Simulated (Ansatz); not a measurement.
ZrVSi:
```yaml
crystal:
  lattice:
    - [3.67807, 0.00000, 0.00000]
    - [0.00000, 3.67807, 0.00000]
    - [0.00000, 0.00000, 7.23401]
  atoms:
    - { symbol: V, position: [0.00000, 0.00000, 0.00000] }
    - { symbol: V, position: [0.50000, 0.50000, 0.00000] }
    - { symbol: Zr, position: [0.50000, 0.00000, 0.64089] }
    - { symbol: Zr, position: [0.00000, 0.50000, 0.35911] }
    - { symbol: Si, position: [0.50000, 0.00000, 0.24376] }
    - { symbol: Si, position: [0.00000, 0.50000, 0.75624] }
```

Relaxed with r²SCAN. Special points in fractions of this cell's reciprocal vectors: Γ (0.000, 0.000, 0.000); X (0.000, 0.500, 0.000); M (0.500, 0.500, 0.000); Z (0.000, 0.000, 0.500); R (0.000, 0.500, 0.500); A (0.500, 0.500, 0.500).

Q: List the band energies nearest the Fermi level at these points for r²SCAN (plane waves, PAW; program Ansatz).

A: In eV from the Fermi level; about four levels below and three above (degenerate sets whole), none deeper than 8.9 eV; points with the same levels are listed once.

```json
[
 {"k": "Γ", "below": "-1.81 -0.95 -0.08 -0.08", "above": "0.04 1.28 1.28"},
 {"k": "X", "below": "-0.64 -0.64 -0.19 -0.19", "above": "0.92 0.92 1.34 1.34"},
 {"k": "M", "below": "-0.98 -0.98 -0.63 -0.63", "above": "1.47 1.47 2.18 2.18"},
 {"k": "Z", "below": "-0.97 -0.92 -0.41 -0.41", "above": "1.62 1.77 1.77"},
 {"k": "R", "below": "-1.36 -1.36 -0.13 -0.13", "above": "0.26 0.26 0.43 0.43"},
 {"k": "A", "below": "-1.02 -1.02 -0.70 -0.70", "above": "1.51 1.51 2.18 2.18"}
]
```

Space group P4/nmm. The workflow started from an entry of the Crystallography Open Database (COD). Its standing as an ambient phase is unchecked. Symmetry was held in the r²SCAN relaxation; its stability against distortions is not shown here. The workflow began spin-polarised and lost its moments. Scalar-relativistic: spin–orbit coupling is off unless named, which matters more the heavier the elements.

Potentials: the later of the program's two PAW sets.
